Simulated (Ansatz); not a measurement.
LiF (rock salt)

```
CELL_PARAMETERS angstrom
      0.00000     2.03393     2.03393
      2.03393     0.00000     2.03393
      2.03393     2.03393     0.00000
ATOMIC_POSITIONS crystal
  F  0.00000 0.00000 0.00000
  Li 0.50000 0.50000 0.50000
```

The slice is a {111} plane (indices of the conventional cell) through the point (0.500, 0.500, 0.500) (fractional), spanned by u = [100] and v = [-1 2 0] in vectors of this cell: u (2.88 Å) and v (4.98 Å, at 90° to u). It covers one period; positions are fractions (u, v).

Level of theory: PBE (plane waves to 420 eV, PAW, scalar-relativistic; Ansatz, a quantum-chemistry and plane-wave program). k mesh 14×14×14. Inside the PAW spheres the values are not all-electron values, and peaks at nuclei hang on which shells count as valence. LiF was relaxed with its symmetry unable to fall.

Predict the map of the electrostatic potential energy of an electron, from the cell's mean on the slice.


```tsv
v \ u	0.00	0.17	0.33	0.50	0.67	0.83
0.90	x	x	4.1	5.8	4.0	x
0.80	3.2	4.2	5.5	5.9	5.6	4.2
0.70	5.9	5.5	4.2	3.2	4.2	5.6
0.60	5.8	4.1	x	x	x	4.0
0.50	5.5	2.9	x	x	x	2.9
0.40	5.8	4.0	x	x	x	4.1
0.30	5.9	5.6	4.2	3.2	4.2	5.5
0.20	3.2	4.2	5.6	5.9	5.5	4.2
0.10	x	x	4.0	5.8	4.1	x
0.00	x	x	2.9	5.5	2.9	x
```

Values: electrostatic potential energy of an electron, from the cell's mean, in eV. Points within 0.9 Å of a nucleus are blanked (x), as the pseudised field means little there. The zero, the cell's mean, hangs on the PAW cores.
